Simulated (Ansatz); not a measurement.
ZrRu (rock salt, Fm-3m), PBEsol in the plane-wave PAW code Ansatz, all energies at zero smearing, with the estimated change up to a 700 eV cutoff added, with one set of potentials and settings (totals compare only within such a set). Cell of 2 atoms (1 Ru, 1 Zr): -9945.016 eV.

| element | reference phase | E (eV/atom) |
|---|---|---|
| Ru | P6_3/mmc, 2 atoms in the cell | -5816.5470 |
| Zr | Cmmm, 3 atoms in the cell | -4128.6684 |

Formation energy per atom, worked out: (-9945.016 − 1×(-5816.5470) − 1×(-4128.6684))/2 = 0.100 eV/atom (10 kJ per mol of atoms), at 0 K, without zero-point energy or fitted corrections.

The start of the workflow was typed in or built on a structure type; neither database checked (COD, Materials Project) lists it. COD files the formula under space group No. 221. Whether it is the stable phase at ambient conditions was not checked. Symmetry was held in the PBEsol relaxation. At this level the phase is mechanically unstable. No spin polarisation was allowed. The references are the lowest solids computed at this level, not always the standard phases.

Potentials: the earlier of the program's two PAW sets. The files were generated under PBE; for other functionals the program regenerates the frozen cores, and for LDA and PBEsol the local potential too.
